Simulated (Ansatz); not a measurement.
Na₂CrO₄:
Space group Cmcm (No. 63); a = 5.8403 Å, b = 9.1508 Å, c = 7.0853 Å, α = 90.00°, β = 90.00°, γ = 90.00°

```
atom  site  symmetry       x       y       z
----  ----  --------  ------  ------  ------
Na      4c       m2m  0.0000  0.1862  0.7500
Na      4b     2/m..  0.0000  0.5000  0.0000
Cr      4c       m2m  0.0000  0.1457  0.2500
O       8f       m..  0.0000  0.2494  0.0630
O       8g       ..m  0.2296  0.0404  0.2500
```
(The calculation used a cell of 14 atoms; values per cell refer to that cell.)

This is the r²SCAN-relaxed structure.

Q: All from DFT-r²SCAN in the program Ansatz with PAW potentials, unless another level is named. Give the HSE06 gap on the r²SCAN cell.

A: 4.28 eV.

Q: And the weight of the conduction-edge state by species (Voronoi cells)?

A: Cr 66 %, O 32 %, Na 3 %.

Q: And the weight of the valence-edge state by species (Voronoi cells)?

A: O 97 %.

The first step of the workflow began from a Materials Project structure, measured or hypothetical; the Crystallography Open Database files this formula in space group No. 63, but the cells were not matched. Whether it is the stable phase at ambient conditions was not checked. Symmetry was held in the r²SCAN relaxation; whether a distortion lowers the energy is not shown. No spin polarisation was allowed. No Hubbard U is applied.

Potentials: the later of the program's two PAW sets.
